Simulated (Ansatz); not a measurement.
The cell below belongs to a search over invented structures; it isn't taken from experiment.

Input and command of a plane-wave DFT calculation in Ansatz:

```yaml
crystal:
  lattice:
    - [4.3099101651, 0.0, 0.0]
    - [0.0, 4.3099101651, 0.0]
    - [0.0, 0.0, 6.6796202439]
  atoms:
    - { symbol: Ti, position: [0.5, 0.0, 0.5] }
    - { symbol: Ti, position: [0.0, 0.5, 0.5] }
    - { symbol: Te, position: [0.5, 0.5, 0.7667212198] }
    - { symbol: Te, position: [0.5, 0.5, 0.2332787802] }
    - { symbol: Se, position: [0.0, 0.0, 0.0] }
basis:
  ecutwfc: 420
kpoints:
  mp_grid: { grid: [10, 10, 6] }
hamiltonian:
  xc: pbe
scf:
  occupations: { method: gaussian, width: 0.1 }
output:
  forces: true
  stress: true
  eigenvalues: true
relax:
  adjacent_minimum: "off"
  f_tol: 0.01
  max_steps: 80
  cell: { stress_tol: 0.05 }
```

```bash
ansatz run input.yaml --threads 1 --pin off --max-ram 2560MiB --backend cpu --events-out ev --progress --plain --runs-dir out
```

Processor: Arm Neoverse V2, 1 thread, on a host shared with other jobs.

Problem. Estimate time, memory and problem size.

Solution. About 11 min, peak memory 0.63 GiB. It solves 44 bands at 84 k points (after reduction by symmetry) with about 2461 plane waves (on the last cell), in 165 SCF iterations over 21 ionic steps.
